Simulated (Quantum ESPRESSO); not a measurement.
Band energies of Rb2Ni3S4

```xyz
9
Lattice="0.0000 4.9685 6.8792 2.9311 0.0000 6.8792 2.9311 4.9685 0.0000" Properties=species:S:1:pos:R:3 pbc="T T T"
S      2.9311     1.6656     5.4478
S      2.9311     8.2715     8.3107
S      2.9311     8.2715     5.4478
S      2.9311     1.6656     8.3107
Ni     0.0000     0.0000     0.0000
Ni     1.4655     2.4843     0.0000
Ni     1.4655     2.4843     6.8792
Rb     2.9311     4.9685     9.1100
Rb     2.9311     4.9685     4.6484
```

norm-conserving PBEsol (Quantum ESPRESSO, 98 Ry, scalar-relativistic); path ΓYTZΓXA1Y,TX1,XAZ,LΓ; energies in eV from the valence-band maximum.

```
k (1/Å)  point  band 44  band 45  band 46  band 47  band 48  band 49  band 50  band 51
-------  -----  -------  -------  -------  -------  -------  -------  -------  -------
0.00         Γ    -1.02    -1.00    -0.37    -0.12    -0.11     1.27     1.28     2.08
0.42              -0.95    -0.85    -0.32    -0.20    -0.14     1.03     1.14     1.59
0.63         Y    -0.97    -0.86    -0.28    -0.20    -0.14     1.09     1.22     1.33
1.09         T    -1.01    -0.78    -0.29    -0.18    -0.08     0.89     0.99     1.22
1.72         Z    -1.02    -1.00    -0.38    -0.17    -0.09     1.30     1.30     2.27
2.18         Γ    -1.02    -1.00    -0.37    -0.12    -0.11     1.27     1.28     2.08
2.38              -1.00    -1.00    -0.35    -0.14    -0.12     1.09     1.22     1.82
2.79              -0.92    -0.82    -0.28    -0.23    -0.03     0.99     1.07     1.19
3.00         X    -0.98    -0.79    -0.33    -0.20    -0.01     0.91     1.09     1.23
3.36              -0.98    -0.88    -0.26    -0.19    -0.16     0.75     1.10     1.48
3.73        A1    -0.89    -0.88    -0.29    -0.28    -0.05     0.81     1.22     1.59
3.96              -0.92    -0.86    -0.31    -0.26    -0.04     1.12     1.17     1.39
4.18         Y    -0.97    -0.86    -0.28    -0.20    -0.14     1.09     1.22     1.33
4.18         T    -1.01    -0.78    -0.29    -0.18    -0.08     0.89     0.99     1.22
4.43        X1    -0.98    -0.79    -0.33    -0.20    -0.01     0.91     1.09     1.23
4.43         X    -0.98    -0.79    -0.33    -0.20    -0.01     0.91     1.09     1.23
4.60              -0.90    -0.81    -0.32    -0.23     0.00     1.03     1.08     1.23
4.93         A    -0.89    -0.88    -0.29    -0.28    -0.05     0.81     1.22     1.59
5.08              -0.99    -0.99    -0.29    -0.22    -0.16     0.66     1.21     1.80
5.55         Z    -1.02    -1.00    -0.38    -0.17    -0.09     1.30     1.30     2.27
5.55         L    -1.00    -0.85    -0.22    -0.19    -0.19     0.93     1.07     1.24
5.82              -0.97    -0.96    -0.30    -0.19    -0.14     0.90     1.16     1.53
6.21         Γ    -1.02    -1.00    -0.37    -0.12    -0.11     1.27     1.28     2.08
```

The PBEsol gap is indirect, 0.66 eV, from 33 % of the way from X to A to 25 % of the way from A to Z; the smallest direct gap is 0.82 eV. Another valence extremum on the path lies within 0.02 eV, too close to call.

The 3d shell has no Hubbard U; the runs are without spin polarisation, and magnetic order was not tried.

Geometry of the Materials Project entry, not relaxed at this level.

The structure is a Materials Project entry; no match was found in the copy of COD used, and its stability was not checked.

Letters of k points follow the standard setting of the lattice, whose axes may be ordered differently from the printed cell.
